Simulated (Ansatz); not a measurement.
**LiNbO$_{3}$: from a starting cell to a relaxed one**

The start is a generated cell, LiNbO3 placed in the LiNbO3 structure type. The structure is fully relaxed (lattice and positions, P = 0) with PBEsol (plane waves to 420 eV, PAW, scalar-relativistic; Ansatz, an electronic-structure program). The first steps use a coarse 6×6×6 k-mesh.

The start:
```yaml
crystal:
  lattice:
    - [2.62710, 1.51676, 4.62530]
    - [-2.62710, 1.51676, 4.62530]
    - [0.00000, -3.03351, 4.62530]
  atoms:
    - { symbol: Li, position: [0.71250, 0.71250, 0.71250] }
    - { symbol: Li, position: [0.21250, 0.21250, 0.21250] }
    - { symbol: Nb, position: [0.98720, 0.98720, 0.98720] }
    - { symbol: Nb, position: [0.48720, 0.48720, 0.48720] }
    - { symbol: O, position: [0.63737, 0.85907, 0.25357] }
    - { symbol: O, position: [0.85907, 0.25357, 0.63737] }
    - { symbol: O, position: [0.25357, 0.63737, 0.85907] }
    - { symbol: O, position: [0.75357, 0.35907, 0.13737] }
    - { symbol: O, position: [0.35907, 0.13737, 0.75357] }
    - { symbol: O, position: [0.13737, 0.75357, 0.35907] }
```

Task: What is the largest force in the starting geometry, and on which atom (counted from 1)?

Result: 0.39 eV/Å, on Nb3, Nb4 (atoms numbered as listed).

Task: How much energy is released per atom?

Result: 0.017 eV/atom.

Task: How does the volume change?

Result: -4.8 %, from 11.06 to 10.52 Å³/atom.

Task: How do the shortest distances between atoms change?

Result: The closest pairs of elements (up to four, under 3.6 Å), start → end: Nb–O 1.91 → 1.88 Å; Li–O 2.11 → 2.05 Å; O–O 2.79 → 2.72 Å; Li–Nb 3.13 → 3.01 Å.

Task: Write out the relaxed structure.

Result: 
Space group R3c, hexagonal axes (No. 161); a = b = 5.1347 Å, c = 13.8248 Å, α = β = 90.00°, γ = 120.00°

```tsv
atom	site	symmetry	x	y	z
Li	6a	3.	0.0000	0.0000	0.2974
Nb	6a	3.	0.0000	0.0000	0.0150
O	18b	1	0.0467	0.3440	0.0793
```
(The calculation used a cell of 10 atoms; values per cell refer to that cell.)

The space group stays R3c (No. 161) (the run could not lower it); the end is AFLOW prototype ABC3_hR10_161_a_a_b (as in LiNbO3), with 10 atoms in the primitive cell. Final values are on a 8×8×8 k-mesh of the relaxed cell. No spin polarisation in the result.

The run could not lose the symmetry of its start.
